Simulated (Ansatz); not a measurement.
Structure types of Eu were relaxed at one common pressure (all-electron LAPW in Ansatz 0.2.0 under LDA, scalar-relativistic, ferromagnetic start, zero temperature). They take these volumes:

| type | space group | V (Å³/atom) |
| --- | --- | --- |
| fcc | Fm-3m | 20.80 |
| bcc | Im-3m | 21.12 |

Question: At about which pressure, and is the densest type also the lowest in enthalpy?

Answer: 22 GPa. The densest is fcc, and it is also the lowest in enthalpy among these.
